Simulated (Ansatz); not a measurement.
## LaAg: frozen-core PAW against all-electron methods

```
La Ag
1.0
     3.76000   -0.01880   -0.01880
    -0.01880    3.76000   -0.01880
    -0.01880   -0.01880    3.76000
La Ag
1 1
Cartesian
  1.8612 1.8612 1.8612
  0.0000 0.0000 0.0000
```

Atoms are numbered in the order listed.

The geometry is COD entry 9008798, unchecked; take it as a test cell. The listed cell was then made from it by scaling, straining or moving an atom.

Spin–orbit coupling is left out, though it moves levels of the heavy atoms by tenths of an eV or more.

All numbers are computed: DFT, PBEsol, PAW with Ansatz's default frozen-core files, scalar-relativistic (Ansatz 0.2.0); DFT, PBEsol, all-electron PAW with datasets made for the crystal, scalar-relativistic (Ansatz 0.2.0); DFT, PBEsol, all-electron LAPW, scalar-relativistic (Ansatz 0.2.0).

For PAW: a Γ-centred 9×9×9 k mesh, Fermi–Dirac smearing of 0.08 eV, cutoff 420 eV, no spin polarisation; the PAW files were made with PBE, and the program remakes their frozen cores for this functional. The crystal-made all-electron datasets (AE datasets) take a cutoff of 260 eV at this cell. LAPW targets a basis error of 0.25 meV/atom. The Ansatz runs share mesh, smearing and spin set-up. Plane-wave (PAW) pressures include the program's estimate of the Pulay term.

Stress and pressure are positive in compression.

The change that made this cell: equal xy, yz and zx engineering shear strains of -1 %.

Spin–orbit coupling is left out, which moves gradients at and beside heavy atoms by some per cent and at worst by a factor of two.

In a metal, gradients converge slowly with the k mesh: the values move by tens of per cent from one mesh to another, at times in sign, so only the comparison on one mesh counts.

| quantity | PAW | AE datasets | LAPW |
| --- | --- | --- | --- |
| pressure (GPa) | -0.28 | -0.27 | -0.27 |
| stress yz (GPa) | 0.25 | 0.25 | 0.25 |
| stress xz (GPa) | 0.25 | 0.25 | 0.25 |
| stress xy (GPa) | 0.25 | 0.25 | 0.25 |
| field gradient Vzz at Ag2 (10²¹ V/m²) | 0.74 | 0.74 | – |

PAW's pressure differs from the LAPW value by about 0.01 GPa or less.
